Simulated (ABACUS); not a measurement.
A self-consistent single point of TiSi (Pnma, 8 atoms in the cell; from Materials Project mp-7092, changed as shown).

```
TiSi
1.0
    6.77134     0.00000     0.00000
    0.00000     3.77624     0.00000
    0.00000     0.00000     5.19216
Ti Si
4 4
Direct
  0.67568   0.25000   0.37178
  0.32432   0.75000   0.62822
  0.82432   0.75000   0.87178
  0.17568   0.25000   0.12822
  0.54393   0.25000   0.85540
  0.45607   0.75000   0.14460
  0.95607   0.75000   0.35540
  0.04393   0.25000   0.64460
```

All values come from this method and carry its errors: LDA (PW92), numerical atomic orbitals DZP (confined pseudo-atomic orbitals with Gaussian additions; energy shift 0.01 Ry), PseudoDojo 0.4 standard norm-conserving LDA (tails mended) pseudopotentials run with ABACUS 3.10.1.

ABACUS settings:

```
key                                                                   value
---------------  ----------------------------------------------------------
basis                   DZP numerical atomic orbitals, energy shift 0.01 Ry
KPT                                                       Gamma 4 8 6 0 0 0
basis_type                                                             lcao
dft_functional                                                        PWLDA
ecutwfc                                                              100 Ry
smearing_method                                                          fd
smearing_sigma                                                0.00734986 Ry
potentials       PseudoDojo 0.4 standard norm-conserving LDA (tails mended)
symmetry                                                                  1
symmetry_prec                                                         1e-05
ks_solver                                                           genelpa
scf_nmax                                                                100
scf_thr                                                             1.0e-07
mixing_type                                                           pulay
```

Results:

| Item | Value |
|---|---|
| Number of valence electrons | 64 |
| Number of bands | 42 |
| Number of k-points after the program's reduction | 60 |
| Size of the basis | 156 |
| Number of SCF iterations | 9 |
| Free energy E − TS | -6928.3165 eV |
| Fermi level (on the code's own zero) | 11.12 eV |
| Pressure | -18.31 GPa |
| Largest force (vector length) | 0.117 eV/Å |

Forces (eV/Å):
| atom | Fx | Fy | Fz |
|---|---|---|---|
| Ti1 | 0.046 | 0.000 | 0.002 |
| Ti2 | -0.046 | 0.000 | -0.002 |
| Ti3 | -0.046 | 0.000 | 0.002 |
| Ti4 | 0.046 | 0.000 | -0.002 |
| Si5 | 0.063 | 0.000 | -0.099 |
| Si6 | -0.063 | 0.000 | 0.099 |
| Si7 | -0.063 | 0.000 | -0.099 |
| Si8 | 0.063 | 0.000 | 0.099 |

Stress (GPa, positive for compression):
```
-17.40    0.00    0.00
  0.00  -18.92    0.00
  0.00    0.00  -18.61
```

For comparison: a first run was changed to give this one (lattice scaled by 1.02), and from it to this one the free energy rises by 94.1 meV/atom, the pressure goes from -12.88 to -18.31 GPa and the largest force goes from 0.136 to 0.117 eV/Å.

The atom-centred basis is finite, which shifts total energies, pressures and forces against plane waves. The structure comes from a collection of computed structures, made at another level of theory; the collection holds predicted forms beside known ones. Its lattice was then scaled. No clean gap shows at this smearing width and mesh (spacing up to 0.23 Å⁻¹); the mesh is coarse for partly filled bands, so the values carry mesh errors.

Cost on one core: around 30 core-seconds (rough).

The atomic orbitals were generated for these runs; they are not ABACUS's published sets and were checked against plane waves on a few crystals only.

“Tails mended”: in these copies of the files the far tail of each local potential was reset to the Coulomb form.
